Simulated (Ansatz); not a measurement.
ZnPt: energy along a strain

ZnPt, P4/mmm, a = 2.864 Å, c = 3.510 Å (as given, not relaxed at this level: -11.0 GPa). The structure is a COD entry; whether it is the stable form wasn't checked. Ansatz: LDA, PAW, 420 eV, Γ-centred 16×16×14 mesh on 2 atoms, Gaussian smearing 0.15 eV; no spin polarisation. Cell vectors (Å): 2.864 0.000 0.000; 0.000 2.864 0.000; 0.000 0.000 3.510. The cell is strained by x per cent times the pattern (0 0 0 0 0 1) in the order xx yy zz yz xz xy (engineering shears), with fractional coordinates held. y is the free energy over the start, V0 = 14.395 Å³/atom. Symmetry makes y even in x.

| x (%) | y (meV/atom) |
| --- | --- |
| -2.00 | ? |
| -1.00 | 0.20 |
| 0.00 | 0.00 |
| 0.25 | 0.01 |
| 0.50 | 0.05 |
| 0.75 | 0.11 |
| 1.25 | 0.32 |
| 1.50 | 0.45 |
| 1.75 | 0.62 |

**Question.** Fit y = c2 x² + c4 x⁴ to the other rows, get the stiffness along the pattern, and predict the missing energy.

**Answer.** Least squares on the rows shown. y = 0.2002 x² + 0.0006552 x⁴. The clamped-ion stiffness p·C·p = 2 × 2.002 eV × 160.2 / 14.395 Å³ = 45 GPa, which is C66 in these axes (second derivative at the start, which stands under stress). At x = -2.00 the fit asked for gives 0.81 meV/atom. The run gave 0.81 meV/atom, the same to the digits shown.

Spin–orbit coupling is left out, which can shift energies with elements as heavy as these.